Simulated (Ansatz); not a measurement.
BaMgF4:
```
BaMgF4
1.0
    2.07239    -7.18373     0.00000
    2.07239     7.18373     0.00000
    0.00000     0.00000     5.71943
Ba Mg F
2 2 8
Direct
  0.14737   0.85263   0.25000
  0.85263   0.14737   0.75000
  0.59108   0.40892   0.75000
  0.40892   0.59108   0.25000
  0.68709   0.31291   0.50927
  0.31291   0.68709   0.49073
  0.31291   0.68709   0.00927
  0.68709   0.31291   0.99073
  0.50000   0.50000   0.50000
  0.50000   0.50000   0.00000
  0.08758   0.91242   0.75000
  0.91242   0.08758   0.25000
```

The program Ansatz at the PBEsol level (PAW) gives a gap of 7.06 eV without spin–orbit coupling, maximum on the Σ0–Γ line, 17 % of the way from Σ0, minimum at Γ.

**Question.** What happens when spin–orbit coupling is switched on?

**Answer.** The gap is nearly the same, to 7.06 eV; maximum at Γ, minimum at Γ.

**Question.** Give the electron effective mass with spin–orbit coupling.

**Answer.** 0.47, 0.52, 0.52 mₑ (principal values).

**Question.** Give the hole effective mass with spin–orbit coupling.

**Answer.** 1.4 along x, 1.8 along z (mₑ).

Space group Cmcm. The workflow started from a Materials Project entry (that database holds measured and hypothetical structures alike); the Crystallography Open Database copy checked does not list it. COD files the formula under space group No. 36. Whether it is the stable phase at ambient conditions was not checked. The PBEsol relaxation kept the symmetry of its start. At this level the phase is dynamically unstable (imaginary phonons).

Potentials: the earlier of the program's two PAW sets. The files were generated under PBE; for other functionals the program regenerates the frozen cores, and for LDA and PBEsol the local potential too.
